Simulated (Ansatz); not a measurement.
All numbers below come from Ansatz 0.2.0, DFT PBE, scalar-relativistic, plane waves, PAW. All cells share a 420 eV cutoff and Γ-centred k meshes spaced at most about 0.3 Å⁻¹ (about 0.25 or finer for metals, 2π included). No spin polarisation in the final relaxations.

These are static total energies at zero pressure.

Two forms of Al2O were relaxed alike.

A.

```xyz
3
Lattice="0.0000 2.9641 3.1271 2.5025 0.0000 3.1271 2.5025 2.9641 0.0000" Properties=species:S:1:pos:R:3 pbc="T T T"
Al    1.2513    2.9641    1.5636
Al    1.2513    0.0000    1.5636
O     0.0000    0.0000    0.0000
```

B.

```xyz
3
Lattice="-1.9856 1.9856 2.9011 1.9856 -1.9856 2.9011 1.9856 1.9856 -2.9011" Properties=species:S:1:pos:R:3 pbc="T T T"
Al    0.0000    1.9856    0.0000
Al    1.9856    0.0000    0.0000
O     0.0000    0.0000    2.9011
```

Task: Which form is favoured at zero pressure, and by what margin per atom?

Result: A is lower, by 57 meV/atom. A has space group Fmmm (No. 69), 15.5 Å³/atom and no gap on its mesh; B has space group I4/mmm (No. 139), 15.3 Å³/atom and no gap. Counting O atoms around Al (those within 1.25 times the shortest such distance or 1.15 times the sum of covalent radii), A and B both have Al 2. Both come from invented guesses. A third cell relaxed alike, in P4/mmm, lies 0.40 eV/atom below the lower of the two. The part of the Crystallography Open Database at hand lists Al2O in space group No. 225, which no cell shown has.

Cells relaxed within their symmetry can be saddle points.
